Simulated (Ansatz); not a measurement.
LuTl3 (Cu3Au type, Pm-3m) at seven volumes, plane-wave PAW r²SCAN (Ansatz code), scaled uniformly. One row is withheld.

| V (Å³/atom) | P (GPa) |
|---|---|
| 23.532 | 6.46 |
| 24.308 | ? |
| 25.084 | 1.78 |
| 25.860 | 0.00 |
| 26.635 | -1.49 |
| 27.411 | -2.71 |
| 28.187 | -3.72 |

### Question
Fit the shown pressures and predict the withheld one.

### Answer
Third-order Birch–Murnaghan: P = (3/2)B₀(x^(7/2) − x^(5/2))[1 + (3/4)(B′ − 4)(x − 1)] with x = (V₀/V)^(2/3). Least squares on the six rows gives V₀ = 25.859 Å³/atom, B₀ = 53.86 GPa, B′ = 5.11. At V = 24.308, x = 1.0421 and P = 3.90 GPa. The run itself gave 3.92 GPa.

The workflow started from an entry of the Crystallography Open Database (COD). Its standing as an ambient phase is unchecked. The cell was relaxed with r²SCAN under the symmetry of its start; whether a distortion lowers the energy is not shown. Spin–orbit coupling is left out wherever it is not named.

Potentials: the later of the program's two PAW sets.
